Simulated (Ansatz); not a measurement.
### Question
Bi (A7 (α-As type), R-3m) is relaxed with plane-wave PAW r²SCAN+D4 (Ansatz code). What lattice parameters of the conventional cell result?

### Answer
a = 4.524 Å, c = 12.146 Å.

### Question
Give the free coordinates with the occupied sites.

### Answer
In one choice of origin and axes:

```csv
atom,site,symmetry,x,y,z
Bi,6c,3m,0.0000,0.0000,0.2329
```

Symmetry was held in the r²SCAN+D4 relaxation. The pairwise dispersion correction was not fitted to metals. Axis ratios of metals converge slowly with the k-mesh, so a and c are less sure than the volume. Spin–orbit coupling is left out wherever it is not named.

Potentials: the earlier of the program's two PAW sets.
